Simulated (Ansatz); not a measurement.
KZnF$_{3}$:
```
KZnF3
1.0
    4.04634     0.00000     0.00000
    0.00000     4.04634     0.00000
    0.00000     0.00000     4.04634
K Zn F
1 1 3
Direct
  0.00000   0.00000   0.00000
  0.50000   0.50000   0.50000
  0.50000   0.50000   0.00000
  0.00000   0.50000   0.50000
  0.50000   0.00000   0.50000
```

Relaxed with r²SCAN. Special points in fractions of this cell's reciprocal vectors: Γ (0.000, 0.000, 0.000); X (0.000, 0.500, 0.000); M (0.500, 0.500, 0.000); R (0.500, 0.500, 0.500).

Question: List the band energies nearest the valence-band maximum at these points for r²SCAN in the plane-wave PAW code Ansatz.

Answer: In eV from the valence-band maximum; about four levels below and three above (degenerate sets whole), none deeper than 8.9 eV; points with the same levels are listed once.

| k | below | above |
|---|---|---|
| Γ | -2.21 -2.21 -2.21 -1.97 -1.97 -1.97 | 4.64 9.33 9.33 |
| X | -2.15 -2.15 -1.80 -1.80 -1.52 | 7.42 9.06 10.30 |
| M | -1.88 -1.88 -1.63 0.00 | 8.89 10.84 11.05 11.05 |
| R | -1.62 -1.62 -1.62 0.00 0.00 | 9.24 9.24 9.24 |

Space group Pm-3m (cubic perovskite). The cell was relaxed with r²SCAN under the symmetry of its start; phonons on a q-mesh show no instability.

Potentials: the later of the program's two PAW sets.
